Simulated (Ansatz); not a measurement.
Sc$_{3}$InB (anti-perovskite, Pm-3m), PBE (plane waves, PAW; program Ansatz), all energies at zero smearing, with the estimated change up to a 700 eV cutoff added, with one set of potentials and settings (totals compare only within such a set). Cell of 5 atoms (1 B, 1 In, 3 Sc): -12163.226 eV.

| element | reference phase | E (eV/atom) |
|---|---|---|
| B | R-3m, 12 atoms in the cell | -155.9161 |
| In | I4/mmm, 1 atoms in the cell | -5597.8481 |
| Sc | P6_3/mmc, 2 atoms in the cell | -2135.8097 |

Formation energy per atom, worked out: (-12163.226 − 1×(-155.9161) − 1×(-5597.8481) − 3×(-2135.8097))/5 = -0.407 eV/atom (-39 kJ per mol of atoms), at 0 K, without zero-point energy or fitted corrections.

The workflow started from an entry of the Crystallography Open Database (COD). Whether it is the stable phase at ambient conditions was not checked. Symmetry was held in the PBE relaxation; its stability against distortions is not shown here. No spin polarisation was allowed. The references are the lowest solids computed at this level, not always the standard phases.

Potentials: the later of the program's two PAW sets.
